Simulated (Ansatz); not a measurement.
Bi$_{2}$Rh$_{3}$S$_{2}$, a known structure type with other elements, at an estimated volume

```xyz
14
Lattice="-4.1794 4.1794 4.1794 4.1794 -4.1794 4.1794 4.1794 4.1794 -4.1794" Properties=species:S:1:pos:R:3 pbc="T T T"
Bi   -0.0568    4.1225    0.0568
Bi    0.0568    0.0568    0.0568
Bi    4.1225    0.0568   -0.0568
Bi    0.0568   -0.0568    4.1225
Rh    2.3964    0.0000    2.0897
Rh    1.7829    0.0000    6.2690
Rh    2.0897    2.3964    0.0000
Rh    6.2690    1.7829    0.0000
Rh    0.0000    2.0897    2.3964
Rh    0.0000    6.2690    1.7829
S    -1.8740    1.8740    6.0534
S     6.0534   -1.8740    1.8740
S     2.3053    2.3053    2.3053
S     1.8740    6.0534   -1.8740
```

The numbers come from plane-wave PAW DFT (Ansatz): r2SCAN, no spin polarisation, 500 eV, 6×6×6 Γ-centred k points, fermi-dirac occupations (width 0.1 eV). Nothing was relaxed.

(1) Is there a gap?

(2) Give the Bader charges.

(3) Which atom feels the largest force, and which way?

(4) What does the stress say?

Origin: a known structure type with other elements, at an estimated volume, so it need not be a known compound. Caveats: many states at the Fermi level without spin polarisation, so a magnetic state may lie lower.

Answers

(1) It is a metal, with about 11 states/eV a cell as the mean within 0.25 eV of the Fermi level, mostly Rh d (62 %), S p (19 %) and Bi p (12 %).

(2) Bader charges in e: Bi +0.65, Rh -0.07, S -0.55. In the mean Bi gives up most and S takes most.

(3) The largest is on Rh5 (and as large on other atoms): 0.58 eV/Å, components (-0.58, 0.00, 0.00). It makes 88° with the line to a nearest neighbour, S13 at 2.32 Å.

(4) The pressure is -4.5 GPa (compression positive), so with the atoms held at these fractions the cell would first shrink.
